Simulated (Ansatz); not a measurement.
## Si: a jump of Fe

All numbers below come from DFT r2SCAN, scalar-relativistic, plane waves, PAW in Ansatz 0.2.0. Settings: 500 eV cutoff, 2×2×2 k-mesh, Gaussian smearing of 0.02 eV, collinear spin.

Host crystal, relaxed:

```yaml
crystal:
  lattice:
    - [0.00000, 2.72185, 2.72185]
    - [2.72185, 0.00000, 2.72185]
    - [2.72185, 2.72185, 0.00000]
  atoms:
    - { symbol: Si, position: [0.75000, 0.75000, 0.75000] }
    - { symbol: Si, position: [0.50000, 0.50000, 0.50000] }
```

In a supercell of 16 host sites with charge +1, interstitial Fe hops to an equivalent place, moving 2.14 Å between the relaxed ends. Climbing-image nudged elastic band at fixed cell with images 0 (start) to 6 (end), the path measured over all atoms, converged to 0.05 eV/Å; the order of the saddle wasn't checked, and the small cell leaves errors of about a tenth of an eV.

Supercell rows in host cell vectors: 0 -2 2; 0 0 2; -2 0 2. Fe was set at (0.000, 0.000, 0.000) of the host cell.

At the relaxed start Fe has 1 Si at 2.38 Å, 1 Si at 2.39 Å, 2 Si at 2.40 Å, 1 Si at 2.49 Å, 2 Si at 2.74 Å, 2 Si at 2.80 Å, 1 Si at 2.95 Å.

With moments and this functional the run may sit in a state above the lowest one.

Problem. What barrier does the band give, and what surrounds the atom at the top?

Solution. 0.54 eV at image 4, where Fe has 1 Si at 2.27 Å, 2 Si at 2.38 Å, 1 Si at 2.39 Å, 1 Si at 2.42 Å, 1 Si at 2.45 Å, 1 Si at 2.91 Å, 1 Si at 3.12 Å.

Cost: 1 run of about 110 core-minutes, on Intel Xeon Platinum 8488C (Sapphire Rapids) (shared hosts).